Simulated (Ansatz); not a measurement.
## Piezoelectric tensor of Mg5CdSe6

Computed with DFT PBE, scalar-relativistic, plane waves, PAW in Ansatz. Cutoff 420 eV, 6×6×2 k-points (Γ-centred), fixed occupations. No spin polarisation.

Relaxed structure:
```
Mg Cd Se
1.0
     4.26536    0.00000    0.00000
    -2.13268    3.69391    0.00000
     0.00000    0.00000   20.86653
Mg Cd Se
5 1 6
Direct
  0.33333 0.66667 0.00130
  0.00000 0.00000 0.16639
  0.66667 0.33333 0.33150
  0.33333 0.66667 0.49634
  0.66667 0.33333 0.83609
  0.00000 0.00000 0.66816
  0.33333 0.66667 0.12575
  0.00000 0.00000 0.29084
  0.66667 0.33333 0.45596
  0.33333 0.66667 0.62068
  0.00000 0.00000 0.79634
  0.66667 0.33333 0.96064
```

It was reached by relaxing an invented guess, and it needn't be the stable form of this composition.

(1) Give the relaxed-ion proper piezoelectric stress tensor e_iJ (C/m², Voigt columns xx yy zz yz xz xy).

(2) With the elastic constants (GPa, Voigt order)
```
71.1 34.2 29.4  6.6  0.0  0.0
34.2 71.1 29.4 -6.6  0.0  0.0
29.4 29.4 75.3  0.0  0.0  0.0
 6.6 -6.6  0.0 13.9  0.0  0.0
 0.0  0.0  0.0  0.0 13.9  6.6
 0.0  0.0  0.0  0.0  6.6 18.5
```
find the strain coefficients d = e·C⁻¹ (pC/N).

## Answers

(1)
```
x    0.000  0.000  0.000  0.000 -0.079 -0.129
y   -0.129  0.129  0.000 -0.079  0.000  0.000
z   -0.091 -0.091  0.197  0.000  0.000  0.000
```
Signs follow the orientation of the cell as given.

(2)
```
x    0.0  0.0  0.0  0.0 -2.8 -6.0
y   -3.0  3.0  0.0 -2.8  0.0  0.0
z   -2.0 -2.0  4.2  0.0  0.0  0.0
```
